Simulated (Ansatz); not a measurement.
Si (diamond)

```xyz
2
Lattice="0.0000 2.7349 2.7349 2.7349 0.0000 2.7349 2.7349 2.7349 0.0000" Properties=species:S:1:pos:R:3 pbc="T T T"
Si     2.7349     2.7349     2.7349
Si     4.1024     4.1024     4.1024
```

The slice is a {111} plane (indices of the conventional cell) through the point (0.500, 0.500, 0.500) (fractional), spanned by u = [100] and v = [-1 2 0] in vectors of this cell: u (3.87 Å) and v (6.70 Å, at 90° to u). It covers one period; positions are fractions (u, v).

Level of theory: PBE (plane waves to 420 eV, PAW, scalar-relativistic; Ansatz, a program for electronic structure). k mesh 10×10×10. Inside the PAW spheres the values are not all-electron values, and peaks at nuclei hang on which shells count as valence. Si was relaxed with its symmetry unable to fall. The PAW data are Ansatz's earlier set.

Question: Sketch the valence electron density on this plane as a map.

Answer: 
```
|6678865444568876|
|8888754323457888|
|9987642111246789|
|9987532000235789|
|9987531000135789|
|9886532101235688|
|8887543222345788|
|8887655444556788|
|8888776666677888|
|8888888878888888|
|8889999888999998|
|8889999878999988|
|7788998656899887|
|5667897656798766|
|4456887666788654|
|2345788888887543|
|1124678999876421|
|0023578999875320|
|0013578999875310|
|0123568898865321|
|2234578888875432|
|4455678888876554|
|6667788888887766|
|7888888888888888|
|8899999888899998|
|7899998888899998|
|5689988777889986|
|5679876656678976|
```
Scale: ten equal steps from -1.48 (start of '0') to -0.30 (end of '9'), in the order '0123456789'. Values: log₁₀ of the valence density in e/Å³. The map has 16 points along u (one character each, u = 0 at the left) and 28 along v (v = 0 in the bottom row). The scale is logarithmic, as a density can span decades between atoms and voids.
